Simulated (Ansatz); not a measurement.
## Property card for Ga₃AsP₂

Computed with DFT PBE, scalar-relativistic, plane waves, PAW in Ansatz.

Settings: cutoff 420 eV, Γ-centred mesh 12×12×2 on the computed 12-atom cell, Gaussian smearing of 0.02 eV; no spin polarisation.

The structure is relaxed at this level of theory with its symmetry kept, and needn't be the ground state of this composition.

Space group P6_3mc (No. 186), hexagonal, a = 3.936 Å, c = 19.470 Å. Ga on its first site is surrounded by 3 P at 2.40 Å and 1 As at 2.49 Å; Ga on its second site is surrounded by 4 P at 2.40 Å; Ga on its third site has 1 P at 2.39 Å and 3 As at 2.44 Å; around P on its first site lie 4 Ga at 2.39–2.40 Å; P on its second site is surrounded by 4 Ga at 2.40 Å; As has 4 Ga at 2.44–2.49 Å.

| Quantity | Value |
| --- | --- |
| Volume per atom | 21.77 Å³ |
| Formation energy from the elements' standard states (uncorrected) | -0.386 eV/atom |
| Kohn–Sham band gap | 0.90 eV |
| Orbital (Löwdin) character of the top 1 eV of the valence band | As 4p 41 %, P 3p 37 %, Ga 4p 19 % |
| Orbital (Löwdin) character of the lowest 1 eV of the conduction band | Ga 4p 29 %, Ga 4s 26 %, P 3p 16 %, P 3s 12 %, unprojected 8 % |

The cell was found from a structure generator's guess, not taken from experiment. Kohn–Sham gaps at this level usually fall short of measured ones. Löwdin shares on free-atom orbitals overweight diffuse shells in the empty bands.
